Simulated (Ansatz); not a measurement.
**What DFT gives for HfOs**

```
CELL_PARAMETERS angstrom
3.21005 0.00000 0.00000
0.00000 3.21005 0.00000
0.00000 0.00000 3.21005
ATOMIC_POSITIONS crystal
Os 0.50000 0.50000 0.50000
Hf 0.00000 0.00000 0.00000
```

Single point in Ansatz 0.2.0 with r2SCAN, no spin polarisation. Cutoff 500 eV, PAW datasets, 10×10×10 Γ-centred k mesh, fermi-dirac filling (width 0.1 eV).

**Electronic structure.** It is a metal, with about 0.24 states/eV a cell as the mean within 0.25 eV of the Fermi level, mostly Hf d (51 %) and Os d (21 %).
**Formation energy.** -0.76 eV an atom against the elements' usual phases (free molecules for gases, crystals otherwise, with no correction for O₂ or N₂), so it is bound against them; other compounds may still compete. Relaxing would lower it.
**Stress.** The pressure is 7.7 GPa (compression positive), so with the atoms held at these fractions the cell would first expand.
**Charges.** Bader charges in e: Hf +1.68, Os -1.68. In the mean Hf gives up most and Os takes most.

Origin: a database entry at a rescaled volume.
